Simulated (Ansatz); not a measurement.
TaSnO$_{3}$: energy along a strain

TaSnO$_{3}$, Pm-3m, a = 3.880 Å (as given, not relaxed at this level: 32.5 GPa). The structure is a COD entry; whether it is the stable form wasn't checked. Ansatz: r2SCAN, PAW, 500 eV, Γ-centred 12×12×12 mesh on 5 atoms, Gaussian smearing 0.15 eV; no spin polarisation. Cell vectors (Å): 3.880 0.000 0.000; 0.000 3.880 0.000; 0.000 0.000 3.880. The cell is strained by x per cent times the pattern (1 0 0 0 0 0) in the order xx yy zz yz xz xy (engineering shears), with fractional coordinates held. y is the free energy over the start, V0 = 11.682 Å³/atom.

| x (%) | y (meV/atom) |
| --- | --- |
| -2.00 | ? |
| -1.50 | 40.93 |
| -1.00 | 26.05 |
| -0.50 | 12.43 |
| 0.00 | 0.00 |
| 0.50 | -11.29 |
| 1.00 | -21.49 |
| 1.50 | -30.66 |
| 1.75 | -34.87 |
| 2.00 | -38.84 |

Task: Fit y = c1 x + c2 x² + c3 x³ to the other rows, get the stiffness along the pattern, and predict the missing energy.

Result: Least squares on the rows shown. y = −23.702 x + 2.2823 x² − 0.070999 x³. The clamped-ion stiffness p·C·p = 2 × 22.82 eV × 160.2 / 11.682 Å³ = 626 GPa, which is C11 in these axes (second derivative at the start, which stands under stress). At x = -2.00 the fit asked for gives 57.10 meV/atom. The run gave 57.13 meV/atom, so the fit is 0.03 meV/atom too low, a small miss on the scale of the series.

Spin polarisation was left out, and a magnetic state may lie lower. Spin–orbit coupling is left out, which can shift energies with elements as heavy as these.

Symmetry holds off the tilts and polar distortions that many cubic perovskites undergo.